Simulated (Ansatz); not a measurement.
NaCl:
```yaml
crystal:
  lattice:
    - [3.44708, 0.00000, 0.00000]
    - [0.00000, 3.44708, 0.00000]
    - [0.00000, 0.00000, 3.44708]
  atoms:
    - { symbol: Na, position: [0.00000, 0.00000, 0.00000] }
    - { symbol: Cl, position: [0.50000, 0.50000, 0.50000] }
```

This is the PBEsol-relaxed structure.

All from DFT-PBEsol in the program Ansatz with PAW potentials, unless another level is named. Give the electronic dielectric constant ε∞ (DFPT).

2.79.

Next, the Born charges (a third of the trace)?

Na +1.18, Cl -1.18 e.

Next, the static dielectric constant ε0 (ions relaxed, cell fixed)?

15.3.

Space group Pm-3m (CsCl type). This is a known high-pressure phase of the composition, computed here at zero pressure and temperature. The cell was relaxed with PBEsol under the symmetry of its start. At this level the phase is dynamically unstable (imaginary phonons).

Potentials: the earlier of the program's two PAW sets. The files were generated under PBE; for other functionals the program regenerates the frozen cores, and for LDA and PBEsol the local potential too.
